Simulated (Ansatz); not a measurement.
Two states of CuSnF6

```
CELL_PARAMETERS angstrom
5.44406 0.00000 0.00000
-2.24002 4.52638 0.00000
-0.22892 -3.03638 4.22340
ATOMIC_POSITIONS crystal
F 0.74800 0.11800 0.87100
F 0.25200 0.88200 0.12900
F 0.73700 0.87600 0.26600
F 0.26300 0.12400 0.73400
Sn 0.50000 0.00000 0.50000
Cu 0.00000 0.00000 0.00000
F 0.25000 0.49700 0.36400
F 0.75000 0.50300 0.63600
```

Single point in Ansatz 0.2.0 with r2SCAN. Cutoff 500 eV, PAW datasets, 4×5×4 (shifted by 0.5, 0, 0.5 steps) k mesh, gaussian filling (width 0.0375 eV).

State A: Cu6 up (collinear spin). State B: no moments (no spin polarisation).

**Question.** Compare the two self-consistent states.

**Answer.** State A is lower by 84.1 meV an atom at zero smearing; in free energy at this smearing B lies +83.6 meV an atom from A.

```csv
state,free energy (meV/atom),largest moment in a small sphere (μB),net moment (μB/cell),gap on mesh (eV),pressure (GPa),largest force (eV/Å)
A,0.0,0.81,1.00,0.90,5.8,0.83
B,83.6,0.00,0.00,metal,5.9,1.01
```

Origin: a database entry at a rescaled volume. Caveats: an odd or shifted mesh can miss the band edges, so this level's true gap may be smaller; no spin-orbit coupling, which can shift this gap by tenths of an eV; odd electron count without spin polarisation, so a magnetic state may lie lower; the Fermi level lies in a narrow band between gaps, which spin or distortion may split; the k mesh is coarse if the cell is a metal.
